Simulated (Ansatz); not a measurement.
What DFT gives for SnTe

```
CELL_PARAMETERS angstrom
0.00000 3.11211 3.11211
3.11211 0.00000 3.11211
3.11211 3.11211 0.00000
ATOMIC_POSITIONS crystal
Te 0.50000 0.50000 0.50000
Sn 0.00000 0.00000 0.00000
```

The numbers come from plane-wave PAW DFT (Ansatz): PBE, no spin polarisation, 420 eV, 9×9×9 Γ-centred k points, fermi-dirac occupations (width 0.1 eV). Nothing was relaxed.

What is the character of the valence top and the conduction bottom?

Within 0.7 eV of the edges, the states project mainly on Te p (47 %), Sn p (23 %) and Sn s (22 %) below the gap and on Sn p (75 %) above it.

What is the formation energy?

-0.25 eV an atom against the elements' usual phases (free molecules for gases, crystals otherwise, with no correction for O₂ or N₂), so it is bound against them; other compounds may still compete. Relaxing would lower it.

What does the stress say?

The pressure is 4.3 GPa (compression positive), so with the atoms held at these fractions the cell would first expand.

What do density and ELF say about some of the short contacts?

Te–Sn at 3.11 Å: least valence density 0.23 e/Å³ and ELF 0.43 there. These are pseudo-fields; inside the PAW spheres they differ from the all-electron ones.

Are the atoms at rest?

The forces vanish by the symmetry of the sites.

Is there a gap, and of what kind?

The gap is 0.17 eV, indirect (the least direct gap found is 0.21 eV). A semilocal functional usually gives too small a gap.

Give the Bader charges.

Bader charges in e: Sn +0.62, Te -0.62. In the mean Sn gives up most and Te takes most.

Origin: a database entry at a rescaled volume. Caveats: no spin-orbit coupling, which can shift this gap by tenths of an eV; the mesh misses a band edge that the path finds.
